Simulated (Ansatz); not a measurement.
Cu:
```yaml
crystal:
  lattice:
    - [2.51071, 0.00000, 0.00000]
    - [-1.25536, 2.17434, 0.00000]
    - [0.00000, 0.00000, 4.14580]
  atoms:
    - { symbol: Cu, position: [0.33333, 0.66667, 0.25000] }
    - { symbol: Cu, position: [0.66667, 0.33333, 0.75000] }
```

Relaxed with PBEsol. Special points in fractions of this cell's reciprocal vectors: Γ (0.000, 0.000, 0.000); M (0.500, 0.000, 0.000); K (0.333, 0.333, 0.000); A (0.000, 0.000, 0.500); L (0.500, 0.000, 0.500); H (0.333, 0.333, 0.500).

Problem. List the band energies nearest the Fermi level at these points for DFT-PBEsol in the program Ansatz with PAW potentials.

Solution. In eV from the Fermi level; about four levels below and three above (degenerate sets whole), none deeper than 8.9 eV; … stands for higher levels left out; points with the same levels are listed once.

| k | below | above |
|---|---|---|
| Γ | -2.55 -2.55 -1.78 -1.78 -1.36 | 3.75 21.79 … |
| M | -1.66 -1.64 -1.56 -0.04 | 1.62 7.81 8.16 |
| K | -2.68 -1.90 -1.90 -1.83 | 3.07 3.53 3.53 |
| A | -2.02 -2.02 -2.02 -2.02 | 12.42 12.42 … |
| L | -1.98 -1.98 -1.60 -1.60 | 0.35 0.35 5.02 5.02 |
| H | -2.61 -2.61 -1.75 -1.75 | 4.12 4.12 5.62 5.62 |

Space group P6_3/mmc (hcp (Mg type)). The first step of the workflow began from a Materials Project structure, measured or hypothetical; the Crystallography Open Database copy checked does not list it. It is not the phase usual at ambient conditions (space group No. 225). The PBEsol relaxation kept the symmetry of its start; of distortions, only those at the zone centre were tested. The run is not spin-polarised.

Potentials: the earlier of the program's two PAW sets.
